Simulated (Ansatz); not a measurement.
PbI₂:
```xyz
3
Lattice="4.6747 0.0000 0.0000 -2.3373 4.0484 0.0000 0.0000 0.0000 7.8463" Properties=species:S:1:pos:R:3 pbc="T T T"
Pb     0.0000     0.0000     0.0000
I      0.0000     2.6989     1.8590
I      2.3373     1.3495     5.9874
```

Relaxed with PBE. Special points in fractions of this cell's reciprocal vectors: Γ (0.000, 0.000, 0.000); M (0.500, 0.000, 0.000); K (0.333, 0.333, 0.000); A (0.000, 0.000, 0.500); L (0.500, 0.000, 0.500); H (0.333, 0.333, 0.500).

Problem. List the band energies nearest the valence-band maximum at these points for PBE in the plane-wave PAW code Ansatz.

Solution. In eV from the valence-band maximum; about four levels below and three above (degenerate sets whole), none deeper than 8.9 eV; points with the same levels are listed once.

```tsv
k	below	above
Γ	-0.65 -0.62 -0.55 -0.55	2.56 3.45 3.45
M	-1.60 -0.86 -0.56 -0.37	3.17 4.01 4.60
K	-1.93 -0.92 -0.92 -0.20	4.21 4.21 4.52
A	-0.77 -0.77 -0.51 -0.51 -0.12	2.43 3.40 3.40
L	-1.46 -0.74 -0.65 -0.55	3.38 4.10 4.16
H	-2.03 -0.64 -0.64 -0.03	3.77 3.77 4.39
```

Space group P-3m1 (CdI2 type). Symmetry was held in the PBE relaxation. The volume lies over 15 % above that of the usual cell of this phase: another minimum, or an error of the functional. A crystal of weakly bound layers computed without a dispersion correction: the cell and the soft elastic constants depend strongly on that. Scalar-relativistic: spin–orbit coupling is off unless named, which matters more the heavier the elements.

Potentials: the later of the program's two PAW sets.
